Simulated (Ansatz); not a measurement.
Cu:
```yaml
crystal:
  lattice:
    - [-1.44036, 1.44036, 1.36425]
    - [1.44036, -1.44036, 1.36425]
    - [1.44036, 1.44036, -1.36425]
  atoms:
    - { symbol: Cu, position: [0.00000, 0.00000, 0.00000] }
```

Relaxed with r²SCAN+D4. Special points in fractions of this cell's reciprocal vectors: Γ (0.000, 0.000, 0.000); X (0.000, 0.000, 0.500); M (-0.500, 0.500, 0.500); Z (0.474, 0.474, -0.474); Z0 (-0.474, 0.526, 0.474); P (0.250, 0.250, 0.250); N (0.000, 0.500, 0.000).

Question: List the band energies nearest the Fermi level at these points for r²SCAN+D4 (plane waves, PAW; program Ansatz).

Answer: In eV from the Fermi level; about four levels below and three above (degenerate sets whole), none deeper than 8.9 eV; … stands for higher levels left out; points with the same levels are listed once.

```
k                          below        above
-  -----------------------------  -----------
Γ        -3.25 -3.25 -2.39 -2.15            …
X        -2.46 -2.20 -1.47 -1.06       4.40 …
M        -5.04 -1.64 -1.64 -1.58  8.07 8.07 …
Z        -5.02 -1.68 -1.68 -1.59  8.17 8.17 …
P  -4.13 -4.13 -4.01 -2.17 -2.05       6.63 …
N        -2.28 -2.03 -1.43 -0.61       5.03 …
```

Space group I4/mmm (body-centred tetragonal). The workflow started from a Materials Project entry (that database holds measured and hypothetical structures alike); the Crystallography Open Database copy checked does not list it. It is not the phase usual at ambient conditions (space group No. 225). The cell was relaxed with r²SCAN+D4 under the symmetry of its start. At this level the phase is mechanically unstable. No spin polarisation was allowed. The pairwise dispersion correction was not fitted to metals.

Potentials: the later of the program's two PAW sets.
